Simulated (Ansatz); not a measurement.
**Course of a relaxation: SiBr**

The guess for SiBr was made by a generator: close-packed anion layers stacked AB, with sites between them filled layer by layer (P6_3mc, No. 186) (elements of the layers in order: Br Br). The dimensions are guesses.

```xyz
4
Lattice="3.8465 0.0000 0.0000 -1.9232 3.3311 0.0000 0.0000 0.0000 6.3286" Properties=species:S:1:pos:R:3 pbc="T T T"
Si    0.0000    2.2208    2.3614
Si    1.9232    1.1104    5.5258
Br    0.0000    2.2208    0.0000
Br    1.9232    1.1104    3.1643
```

All numbers below come from DFT PBE, scalar-relativistic, plane waves, PAW (Ansatz 0.2.0). Cutoff 420 eV, Gaussian smearing, Γ-centred meshes. Cell and atoms relax first on a coarse mesh and then on a finer one. In between, the cell is made exact in the group found at 0.06 Å. In metals the finer mesh still leaves noise of several meV/atom or more. The steps can't lower the symmetry of their start. No spin polarisation.

Steps on the 6×6×4 mesh (4 atoms, 31 steps). The free energy counts from the last step; some steps are skipped; the plane-wave basis is renewed at times, which shifts energy and pressure.

```tsv
step	ΔF (meV/atom)	V (Å³/atom)	P (GPa)	largest force component (eV/Å)
1	1439.4	20.27	32.38	0.149
4	529.1	29.87	4.56	0.025
8	430.4	36.77	-0.93	0.003
11	394.5	35.01	1.08	0.033
14	371.1	38.70	-0.23	0.017
18	333.4	38.44	0.40	0.268
21	226.5	32.66	-1.68	0.773
24	10.4	24.23	1.24	0.329
28	1.1	24.26	0.08	0.016
31	0.0	24.66	0.05	0.012
```

The relaxed structure, after a last relaxation on the converged mesh:

```
Si Br
1.0
     3.33210    0.00000    0.00000
    -1.66605    2.88568    0.00000
     0.00000    0.00000   10.32021
Si Br
2 2
Direct
  0.33333 0.66667 0.34336
  0.66667 0.33333 0.84336
  0.33333 0.66667 0.02978
  0.66667 0.33333 0.52978
```

The symmetry stays P6_3mc (No. 186). The volume per atom grows by 22.4 %, from 20.3 to 24.8 Å³. The shortest distance goes from 2.36 Å (Si–Br) to 2.72 Å (Si–Br). The ratio c/a of the conventional cell changes by a factor of 1.88. The energy falls by about 1.4 eV/atom (the start's value is from the coarse mesh). Si is surrounded by 3 Br at 2.72 Å, 1 Br at 3.24 Å and 6 Si at 3.33 Å; Br has 3 Si at 2.72 Å, 1 Si at 3.24 Å and 6 Br at 3.33 Å.

```json
{
 "Volume per atom": "24.81 Å³",
 "Density": "3.61 g/cm³",
 "Energy over the elements": "+0.50 eV/atom",
 "Gap on the 15×15×6 mesh of the 4-atom cell": "0 eV (a metal)"
}
```

Energies over the elements count from the elements' standard structures at the same level, with no fitted energy shifts. The references include crystalline Br.

The last run used Gaussian smearing of 0.10 eV. No dispersion correction is applied, so the spacing and binding between layers, chains or molecules are poorly described. The reference form of Br is held partly by dispersion forces, which this level lacks. Symmetry constrained the relaxation, so the result can be a saddle point. In all, the 3 runs took 4.5 min on 1 thread of Intel(R) Xeon(R) Platinum 8259CL CPU @ 2.50GHz (Skylake/Cascade Lake), with other jobs on the host.
